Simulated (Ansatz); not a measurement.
Ansatz (a quantum-chemistry and plane-wave program) input:

Ansatz 0.2 input:
```yaml
crystal:
  lattice:
    - [2.9080048054, 0.0, 0.0]
    - [0.0, 2.9080048054, 0.0]
    - [0.0, 0.0, 2.9080048054]
  atoms:
    - { symbol: Cu, position: [0.0, 0.0, 0.0] }
    - { symbol: Zn, position: [0.5, 0.5, 0.5] }
kpoints:
  mp_grid: { grid: [29, 29, 29] }
hamiltonian:
  xc: pbesol
  pseudopotentials: { kind: paw }
scf:
  occupations: { method: fermi_dirac, width: 0.1 }
elastic: { mode: relaxed_ion, stencil: two_point, amplitude: 0.005, f_tol: 0.0005 }
```

Output (shortened):

```
Pseudopotential: Cu, paw, valence charge 19
Pseudopotential: Zn, paw, valence charge 12
Functional definition: PBEsol
Crystal: 2 atoms, lattice volume = 24.592 Å³
Basis set: ecut = 420 eV, 461 PW (Γ), exchange–correlation on 40×40×40 points (8 copies of the dense FFT grid, shifted against one another)
Bands: 20, of which v1, the nominal top of the filled ones, is band 16 counted from 1 (15 counted from 0)
Symmetry: 48 space group operations
Space group: Pm-3m (ITA 221), of the structure as read, at distance tolerance 2.9e-5 Å
k-points: 680 of 24389
SCF iter   1: F=—  HF=-9869.896369 eV  |F-HF|=—  |Δ(HF+E_count)|=         —  Δρ=1.39e-2  dr2=2.54e-2  ethr=1.77e-3  ⟨swp⟩=5.3  Hψ=57758  notcnv=0
preconditioner: auto → none
SCF iter   2: F=—  HF=-9869.891348 eV  |F-HF|=—  |Δ(HF+E_count)|=   5.02e-3  Δρ=2.84e-3  dr2=1.27e-3  ethr=8.20e-5  ⟨swp⟩=2.0  Hψ=25687  notcnv=0  defer=71
SCF iter   3: F=—  HF=-9869.891050 eV  |F-HF|=—  |Δ(HF+E_count)|=   2.98e-4  Δρ=9.79e-4  dr2=1.32e-4  ethr=4.09e-6  ⟨swp⟩=1.1  Hψ=13639  notcnv=0  defer=71
SCF iter   4: F=—  HF=-9869.891003 eV  |F-HF|=—  |Δ(HF+E_count)|=   4.73e-5  Δρ=1.95e-4  dr2=4.97e-6  ethr=4.26e-7  ⟨swp⟩=2.0  Hψ=20205  notcnv=0  defer=71
SCF iter   5: F=—  HF=-9869.890993 eV  |F-HF|=—  |Δ(HF+E_count)|=   9.60e-6  Δρ=4.63e-5  dr2=2.27e-7  ethr=1.60e-8  ⟨swp⟩=2.0  Hψ=21175  notcnv=0  defer=71
SCF iter   6: F=—  HF=-9869.890994 eV  |F-HF|=—  |Δ(HF+E_count)|=   9.10e-7  Δρ=4.91e-6  dr2=1.91e-9  ethr=7.32e-10  ⟨swp⟩=2.0  Hψ=22120  notcnv=0  defer=71
SCF iter   7: F=—  HF=-9869.890994 eV  |F-HF|=—  |Δ(HF+E_count)|=   6.18e-9  Δρ=8.47e-7  dr2=9.80e-11  ethr=6.15e-12  ⟨swp⟩=2.1  Hψ=24077  notcnv=0  defer=71
SCF iter   8: F=—  HF=-9869.890994 eV  |F-HF|=—  |Δ(HF+E_count)|=  6.91e-11  Δρ=3.23e-8  dr2=8.25e-14  ethr=1.00e-12  ⟨swp⟩=4.5  Hψ=71349  notcnv=0
SCF iter   9: F=-9869.890994 eV  HF=-9869.890994 eV  |F-HF|=0.00e0  |Δ(HF+E_count)|=    0.00e0  Δρ=2.08e-9  dr2=4.49e-16  ethr=1.00e-12  ⟨swp⟩=4.3  Hψ=48669  notcnv=0
SCF 1 converged in 9 iterations: F = -9869.890994 eV  dr2 = 4.49e-16
Crystal: 2 atoms, lattice volume = 24.469 Å³
Symmetry: 16 space group operations
k-points: 1800 of 24389
iter 1 solved again at ethr=1.76e-6 eV; its pass at ethr=3.10e-3 eV (dr2=5.44e-4 eV) is discarded
SCF iter   1: F=—  HF=-9869.890758 eV  |F-HF|=—  |Δ(HF+E_count)|=         —  Δρ=1.75e-3  dr2=5.32e-4  ethr=1.76e-6  ⟨swp⟩=2.0  Hψ=183028  notcnv=0  defer=4
preconditioner: auto → none
SCF iter   2: F=—  HF=-9869.890662 eV  |F-HF|=—  |Δ(HF+E_count)|=   9.65e-5  Δρ=2.09e-4  dr2=4.40e-6  ethr=1.72e-6  ⟨swp⟩=2.1  Hψ=45062  notcnv=0  defer=4
SCF iter   3: F=—  HF=-9869.890649 eV  |F-HF|=—  |Δ(HF+E_count)|=   1.25e-5  Δρ=1.36e-4  dr2=3.53e-6  ethr=1.42e-8  ⟨swp⟩=2.0  Hψ=63838  notcnv=0  defer=4
SCF iter   4: F=—  HF=-9869.890650 eV  |F-HF|=—  |Δ(HF+E_count)|=   4.67e-7  Δρ=2.24e-5  dr2=4.26e-8  ethr=1.14e-8  ⟨swp⟩=2.6  Hψ=56634  notcnv=0  defer=4
SCF iter   5: F=—  HF=-9869.890651 eV  |F-HF|=—  |Δ(HF+E_count)|=   7.15e-7  Δρ=1.26e-5  dr2=1.50e-8  ethr=1.37e-10  ⟨swp⟩=2.0  Hψ=56217  notcnv=0  defer=4
SCF iter   6: F=—  HF=-9869.890651 eV  |F-HF|=—  |Δ(HF+E_count)|=   8.98e-9  Δρ=2.40e-6  dr2=6.83e-10  ethr=4.84e-11  ⟨swp⟩=2.0  Hψ=53340  notcnv=0  defer=4
SCF iter   7: F=—  HF=-9869.890651 eV  |F-HF|=—  |Δ(HF+E_count)|=  3.13e-10  Δρ=3.49e-7  dr2=1.62e-11  ethr=2.20e-12  ⟨swp⟩=2.0  Hψ=58018  notcnv=0  defer=4
SCF iter   8: F=-9869.890651 eV  HF=-9869.890651 eV  |F-HF|=0.00e0  |Δ(HF+E_count)|=  1.82e-12  Δρ=2.54e-8  dr2=9.18e-14  ethr=1.00e-12  ⟨swp⟩=4.3  Hψ=169355  notcnv=0
SCF 2 converged in 8 iterations: F = -9869.890651 eV  dr2 = 9.18e-14
Crystal: 2 atoms, lattice volume = 24.714 Å³
iter 1 solved again at ethr=3.44e-9 eV; its pass at ethr=3.10e-3 eV (dr2=1.07e-6 eV) is discarded
SCF iter   1: F=—  HF=-9869.890759 eV  |F-HF|=—  |Δ(HF+E_count)|=         —  Δρ=4.50e-4  dr2=1.07e-6  ethr=3.44e-9  ⟨swp⟩=2.0  Hψ=181537  notcnv=0  defer=3
preconditioner: auto → none
SCF iter   2: F=—  HF=-9869.890785 eV  |F-HF|=—  |Δ(HF+E_count)|=   2.58e-5  Δρ=2.25e-4  dr2=2.61e-7  ethr=3.44e-9  ⟨swp⟩=1.0  Hψ=35849  notcnv=0  defer=3
SCF iter   3: F=—  HF=-9869.890790 eV  |F-HF|=—  |Δ(HF+E_count)|=   5.46e-6  Δρ=8.59e-6  dr2=7.79e-9  ethr=8.41e-10  ⟨swp⟩=1.0  Hψ=35849  notcnv=0  defer=3
SCF iter   4: F=—  HF=-9869.890790 eV  |F-HF|=—  |Δ(HF+E_count)|=   1.25e-9  Δρ=7.95e-7  dr2=6.98e-11  ethr=2.51e-11  ⟨swp⟩=2.0  Hψ=56802  notcnv=0  defer=3
SCF iter   5: F=—  HF=-9869.890790 eV  |F-HF|=—  |Δ(HF+E_count)|=  3.64e-12  Δρ=2.26e-7  dr2=7.59e-12  ethr=2.25e-13 (applied; sched 1.00e-12)  ⟨swp⟩=2.1  Hψ=52665  notcnv=0  defer=103
SCF iter   6: F=—  HF=-9869.890790 eV  |F-HF|=—  |Δ(HF+E_count)|=  1.82e-12  Δρ=4.11e-8  dr2=1.37e-13  ethr=2.45e-14 (applied; sched 1.00e-12)  ⟨swp⟩=2.0  Hψ=55688  notcnv=0  defer=148
SCF iter   7: F=-9869.890790 eV  HF=-9869.890790 eV  |F-HF|=1.82e-12  |Δ(HF+E_count)|=  1.82e-12  Δρ=1.04e-8  dr2=9.65e-15  ethr=1.00e-12  ⟨swp⟩=4.1  Hψ=120380  notcnv=0
SCF 3 converged in 7 iterations: F = -9869.890790 eV  dr2 = 9.65e-15
Crystal: 2 atoms, lattice volume = 24.591 Å³
Symmetry: 8 space group operations
k-points: 3375 of 24389
iter 1 solved again at ethr=2.37e-8 eV; its pass at ethr=3.10e-3 eV (dr2=7.35e-6 eV) is discarded
SCF iter   1: F=—  HF=-9869.890806 eV  |F-HF|=—  |Δ(HF+E_count)|=         —  Δρ=2.04e-4  dr2=2.77e-6  ethr=2.37e-8  ⟨swp⟩=3.1  Hψ=381533  notcnv=0  defer=19
preconditioner: auto → none
SCF iter   2: F=—  HF=-9869.890804 eV  |F-HF|=—  |Δ(HF+E_count)|=   2.19e-6  Δρ=9.13e-5  dr2=5.65e-7  ethr=8.92e-9  ⟨swp⟩=1.0  Hψ=67240  notcnv=0  defer=19
SCF iter   3: F=—  HF=-9869.890804 eV  |F-HF|=—  |Δ(HF+E_count)|=   1.45e-7  Δρ=3.52e-6  dr2=1.03e-9  ethr=1.82e-9  ⟨swp⟩=2.4  Hψ=104535  notcnv=0  defer=19
SCF iter   4: F=—  HF=-9869.890804 eV  |F-HF|=—  |Δ(HF+E_count)|=   1.30e-9  Δρ=2.47e-6  dr2=8.74e-10  ethr=3.31e-12  ⟨swp⟩=2.0  Hψ=119221  notcnv=0  defer=19
SCF iter   5: F=—  HF=-9869.890804 eV  |F-HF|=—  |Δ(HF+E_count)|=  3.64e-10  Δρ=2.33e-7  dr2=5.01e-12  ethr=2.82e-12  ⟨swp⟩=2.0  Hψ=103155  notcnv=0  defer=19
SCF iter   6: F=—  HF=-9869.890804 eV  |F-HF|=—  |Δ(HF+E_count)|=  1.82e-12  Δρ=6.91e-8  dr2=4.61e-13  ethr=1.62e-14 (applied; sched 1.00e-12)  ⟨swp⟩=2.2  Hψ=112562  notcnv=0  defer=268
SCF iter   7: F=—  HF=-9869.890804 eV  |F-HF|=—  |Δ(HF+E_count)|=  1.82e-12  Δρ=4.07e-8  dr2=2.06e-13  ethr=1.00e-12  ⟨swp⟩=4.6  Hψ=254496  notcnv=0
SCF iter   8: F=-9869.890804 eV  HF=-9869.890804 eV  |F-HF|=1.82e-12  |Δ(HF+E_count)|=    0.00e0  Δρ=3.52e-9  dr2=1.07e-15  ethr=1.00e-12  ⟨swp⟩=4.1  Hψ=233830  notcnv=0
SCF 4 converged in 8 iterations: F = -9869.890804 eV  dr2 = 1.07e-15
Crystal: 2 atoms, lattice volume = 24.591 Å³
iter 1 solved again at ethr=1.27e-11 eV; its pass at ethr=3.10e-3 eV (dr2=3.94e-9 eV) is discarded
SCF iter   1: F=—  HF=-9869.890806 eV  |F-HF|=—  |Δ(HF+E_count)|=         —  Δρ=5.06e-6  dr2=4.56e-9  ethr=1.27e-11  ⟨swp⟩=3.4  Hψ=394547  notcnv=0  defer=4
preconditioner: auto → none
SCF iter   2: F=—  HF=-9869.890804 eV  |F-HF|=—  |Δ(HF+E_count)|=   1.88e-6  Δρ=2.09e-6  dr2=6.70e-10  ethr=1.27e-11  ⟨swp⟩=2.0  Hψ=101400  notcnv=0  defer=4
SCF iter   3: F=—  HF=-9869.890804 eV  |F-HF|=—  |Δ(HF+E_count)|=  1.24e-10  Δρ=5.78e-7  dr2=4.82e-11  ethr=2.16e-12  ⟨swp⟩=2.6  Hψ=106159  notcnv=0  defer=4
SCF iter   4: F=—  HF=-9869.890804 eV  |F-HF|=—  |Δ(HF+E_count)|=  1.82e-11  Δρ=1.72e-7  dr2=3.99e-12  ethr=1.56e-13 (applied; sched 1.00e-12)  ⟨swp⟩=2.0  Hψ=105384  notcnv=0  defer=229
SCF iter   5: F=—  HF=-9869.890804 eV  |F-HF|=—  |Δ(HF+E_count)|=    0.00e0  Δρ=4.58e-8  dr2=2.48e-13  ethr=1.29e-14 (applied; sched 1.00e-12)  ⟨swp⟩=2.0  Hψ=84828  notcnv=0  defer=266
SCF iter   6: F=-9869.890804 eV  HF=-9869.890804 eV  |F-HF|=3.64e-12  |Δ(HF+E_count)|=  3.64e-12  Δρ=1.01e-8  dr2=9.97e-15  ethr=1.00e-12  ⟨swp⟩=4.1  Hψ=238924  notcnv=0
SCF 5 converged in 6 iterations: F = -9869.890804 eV  dr2 = 9.97e-15
SCF converged after 9 iterations
Free energy (F): -9869.890994 eV
Harris-Foulkes:  -9869.890994 eV  (|F-HF|=0.00e0)
Internal energy: -9869.874893 eV  (E = F + TS)
E sigma→0 (E₀):  -9869.882944 eV
Entropy (-TS):   -0.016101 eV (-8.050 meV/atom)
Fermi energy:    15.049528 eV
--- Per-component energies (eV) ---
  E_band       = -302.448009
  E_kinetic    = 432.889669
  E_local      = -5699.492100  (includes V_loc(G=0)·N_el)
  E_nonlocal   = 1003.618633
  E_hartree    = 2485.661504
  E_xc         = -226.431873
  E_vxc        = -170.140892  (∫ρ·V_xc dr)
  E_paw        = -3414.239112  (= ΣΔE_a)
  E_vpaw       = -840.646166  (= ΣTr[D̂ρ^β])
  E_aug_tail   = -0.000162  (compensation charges beyond the density's cutoff)
  E_ewald      = -4452.885009
  E_core_change = 1.003557  (= ΣΔE_core)
  E_smearing   = -0.016101  (= −TS)
  E_closure    = 0.000000  (closes the sum)
  Σ components = -9869.890994   (vs F -9869.890994, Δ=0.00e0)
  [band-id]    e_kinetic+e_local+e_nonlocal+2·e_hartree+e_vxc+e_vpaw+e_augmentation_tail = -302.448011   (vs E_band -302.448009, Δ=-1.42e-6)
--- Forces (eV/Å), atoms counted from 1 ---
  atom   1  Cu     0.00000000     0.00000000     0.00000000
  atom   2  Zn     0.00000000     0.00000000     0.00000000
  max |Σ_I F_I| component: 0.0 eV/Å
--- Stress (GPa, compression-positive) ---
        0.088656       0.000000       0.000000
        0.000000       0.088656       0.000000
        0.000000       0.000000       0.088656
  P = ⅓ Tr σ = 0.0887 GPa (0.887 kbar)
--- Band table (eV; the first three rows and the last of 680) ---
  k-point 0: bands = ["-97.7211", "-55.2410", "-55.2410", "-55.2410", "4.3524", "7.1139", "7.1139", "7.8818", "7.8818", "7.8818", "11.3834", "11.3834", "12.2797", "12.2797", "12.2797", "21.3258", "21.3258", "21.3258", "26.5213", "26.5213"]
  k-point 1: bands = ["-97.7211", "-55.2411", "-55.2410", "-55.2410", "4.3746", "7.1168", "7.1189", "7.8798", "7.8798", "7.8829", "11.3817", "11.3856", "12.2714", "12.2714", "12.2786", "21.0925", "21.3603", "21.3603", "26.5324", "26.6924"]
  k-point 2: bands = ["-97.7211", "-55.2416", "-55.2410", "-55.2410", "4.4410", "7.1254", "7.1339", "7.8737", "7.8737", "7.8862", "11.3767", "11.3918", "12.2473", "12.2473", "12.2756", "20.4954", "21.4633", "21.4633", "26.5659", "27.0145"]
  k-point 679: bands = ["-97.7192", "-55.2509", "-55.2509", "-55.2509", "7.2444", "7.2477", "7.2477", "8.2125", "8.2125", "10.5753", "10.5907", "10.5907", "12.5469", "12.5469", "18.6896", "19.2100", "19.2153", "19.2153", "19.9283", "19.9283"]
--- Elastic constants: 2 strain directions × 2 members + reference (group order 48) ---
  dense FFT box of the reference and of every strained cell: 20×20×20
  strains applied: 11, 23; error gains: componentwise 1.00 (the most a stress slope's error grows in a printed constant), spectral 1.73 (1 for all six strains …
  C = ∂σ_k/∂η_j (tension-positive GPa; Voigt order 11 22 33 23 13 12):
       143.991    133.945    133.945      0.000      0.000      0.000
       133.945    143.991    133.945      0.000      0.000      0.000
       133.945    133.945    143.991      0.000      0.000      0.000
         0.000      0.000      0.000     99.652      0.000      0.000
         0.000      0.000      0.000      0.000     99.652      0.000
         0.000      0.000      0.000      0.000      0.000     99.652
  reference stress σ⁰ (GPa):     -0.089     -0.089     -0.089      0.000      0.000      0.000
  C* (energy form; C + prestress term) asymmetry max|C*_kj − C*_jk| = 5.684e-14 GPa — a small one proves nothing (zero by symmetry where the batch's group is …
  moduli (Voigt/Reuss/Hill, GPa): K = 137.29/137.29/137.29   G = 61.80/11.68/36.74   E = 101.19   ν = 0.377
  mechanically stable: yes (min eigenvalue of sym C = 10.05 GPa)
  where every solve meets its electron count the energy-path curvature estimates C_jj along a normal strain and C_jj − ¼(σ⁰_aa + σ⁰_bb) along a shear (ab), of …
  strain η (Voigt 11):  stress-route row diagonal C_11 = 143.99 GPa, energy-path curvature d²(F+E_count+ΔE)/dδ²/Ω₀ = 143.67 GPa
         δ    σ_11 (GPa)             F (eV)   n_scf  n_hpsi   n_pw
    -5.000e-3      -0.8199       -9869.8906507       8  714426    492   relax 0 steps, max|allowed force component| 0.0 eV/Å
     5.000e-3       0.6200       -9869.8907902       7  567712    496   relax 0 steps, max|allowed force component| 0.0 eV/Å
  strain η (Voigt 23):  stress-route row diagonal C_44 = 99.65 GPa, energy-path curvature d²(F+E_count+ΔE)/dδ²/Ω₀ = 99.71 GPa
         δ    σ_23 (GPa)             F (eV)   n_scf  n_hpsi   n_pw
    -5.000e-3      -0.4983       -9869.8908041       8  1430830    493   relax 0 steps, max|allowed force component| 0.0 eV/Å
     5.000e-3       0.4983       -9869.8908041       6  1085522    493   relax 0 steps, max|allowed force component| 0.0 eV/Å
```

Cost: roughly 7 core-minutes on shared cores.

The PBEsol relaxation kept the symmetry of its start; of distortions, only those at the zone centre were tested. The run is not spin-polarised. As this level gives no gap, shear constants depend on the k-mesh and smearing (Fermi–Dirac, 0.1 eV here).

Potentials: the later of the program's two PAW sets.

Ansatz is a plane-wave DFT program.
